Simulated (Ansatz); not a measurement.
BiBr$_{3}$:
```
CELL_PARAMETERS angstrom
      3.59424     6.22066     0.00000
     -3.59424     6.22066     0.00000
     -2.36654     0.00000     6.48045
ATOMIC_POSITIONS crystal
  Bi 0.16637 0.16637 0.00000
  Bi 0.83363 0.83363 0.00000
  Br 0.07386 0.58286 0.74688
  Br 0.92614 0.41714 0.25312
  Br 0.58286 0.07386 0.25312
  Br 0.41714 0.92614 0.74688
  Br 0.76274 0.23726 0.74053
  Br 0.23726 0.76274 0.25947
```

Relaxed with r²SCAN+D4. Special points in fractions of this cell's reciprocal vectors: Γ (0.000, 0.000, 0.000); Y (0.500, 0.500, 0.000); M (0.500, 0.500, 0.500); A (0.000, 0.000, 0.500); L2 (0.000, 0.500, 0.500); V2 (0.000, 0.500, 0.000).

### Question
List the band energies nearest the valence-band maximum at these points for plane-wave PAW r²SCAN+D4 with spin–orbit coupling (Ansatz code).

### Answer
In eV from the valence-band maximum; about four levels below and three above (degenerate sets whole), none deeper than 8.9 eV; points with the same levels are listed once.

| k | below | above |
|---|---|---|
| Γ | -0.49 -0.49 -0.20 -0.20 | 2.28 2.28 3.36 3.36 |
| Y | -0.30 -0.30 -0.06 -0.06 | 2.63 2.63 2.77 2.77 |
| M | -0.33 -0.33 -0.32 -0.32 | 2.66 2.66 3.07 3.07 |
| A | -0.22 -0.22 0.00 0.00 | 2.18 2.18 3.33 3.33 |
| L2 | -0.49 -0.49 -0.24 -0.24 | 2.67 2.67 2.83 2.83 |
| V2 | -0.21 -0.21 -0.14 -0.14 | 2.66 2.66 2.98 2.98 |

Space group C2/m. The first step of the workflow began from a Materials Project structure, measured or hypothetical; the Crystallography Open Database files this formula in space group No. 12, but the cells were not matched. Whether it is the stable phase at ambient conditions was not checked. Symmetry was held in the r²SCAN+D4 relaxation; its stability against distortions is not shown here.

Potentials: the later of the program's two PAW sets.
